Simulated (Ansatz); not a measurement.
Si:
```
CELL_PARAMETERS angstrom
      0.00000     7.31189     7.31189
      7.31189     0.00000     7.31189
      7.31189     7.31189     0.00000
ATOMIC_POSITIONS crystal
  Si 0.50000 0.50000 0.50000
  Si 0.75000 0.75000 0.75000
  Si 0.39136 0.39136 0.39136
  Si 0.42408 0.85864 0.85864
  Si 0.39136 0.39136 0.82592
  Si 0.85864 0.42408 0.85864
  Si 0.82592 0.39136 0.39136
  Si 0.85864 0.85864 0.85864
  Si 0.39136 0.82592 0.39136
  Si 0.85864 0.85864 0.42408
  Si 0.36414 0.75283 0.75283
  Si 0.11981 0.49717 0.88586
  Si 0.75283 0.36414 0.13019
  Si 0.49717 0.11981 0.49717
  Si 0.13019 0.75283 0.75283
  Si 0.49717 0.88586 0.49717
  Si 0.75283 0.13019 0.36414
  Si 0.88586 0.49717 0.11981
  Si 0.75283 0.36414 0.75283
  Si 0.88586 0.11981 0.49717
  Si 0.13019 0.75283 0.36414
  Si 0.49717 0.49717 0.11981
  Si 0.75283 0.13019 0.75283
  Si 0.49717 0.49717 0.88586
  Si 0.36414 0.75283 0.13019
  Si 0.11981 0.88586 0.49717
  Si 0.75283 0.75283 0.36414
  Si 0.49717 0.88586 0.11981
  Si 0.36414 0.13019 0.75283
  Si 0.11981 0.49717 0.49717
  Si 0.75283 0.75283 0.13019
  Si 0.88586 0.49717 0.49717
  Si 0.13019 0.36414 0.75283
  Si 0.49717 0.11981 0.88586
```

Relaxed with PBEsol. PBEsol (plane waves, PAW; program Ansatz) gives a gap of 0.43 eV.

**Question.** What gap does HSE06 give on the same cell (Ansatz, PAW)?

**Answer.** 1.03 eV, 0.60 eV more. The hybrid was solved on a coarser mesh and at special points; the gap given is the minimum over both.

| k | v1 PBEsol | c1 PBEsol | v1 HSE06 | c1 HSE06 |
|---|---|---|---|---|
| Γ | 0.00 | 1.15 | (withheld) | (withheld) |
| X | -0.38 | 0.44 | -0.38 | 1.03 |
| L | -0.36 | 0.47 | (withheld) | (withheld) |
| W | -0.61 | 0.78 | (withheld) | (withheld) |
| K | -0.36 | 0.60 | (withheld) | (withheld) |

**Question.** Top valence (v1) and lowest conduction level (c1) in eV from each method's valence maximum (which need not be a listed point): supply the withheld HSE06 values.

**Answer.** 
- W, v1 HSE06: -0.60
- W, c1 HSE06: 1.38
- K, v1 HSE06: -0.37
- K, c1 HSE06: 1.19
- L, v1 HSE06: -0.38
- L, c1 HSE06: 1.07
- Γ, v1 HSE06: 0.00
- Γ, c1 HSE06: 1.75

Cost on shared cores: the PBEsol run (SCF on a 4×4×4 mesh, then bands and DOS) around 7 core-minutes (rough), the HSE06 run (SCF on 2×2×2, then a few points) roughly 15 core-minutes; the tasks are unlike.

Space group Fd-3m. The workflow started from a Materials Project entry (that database holds measured and hypothetical structures alike). Its sites differ from those of the usual phase in this space group: another stacking or structure type. The PBEsol relaxation kept the symmetry of its start; its stability against distortions is not shown here.

Potentials: the earlier of the program's two PAW sets. The files were generated under PBE; for other functionals the program regenerates the frozen cores, and for LDA and PBEsol the local potential too.
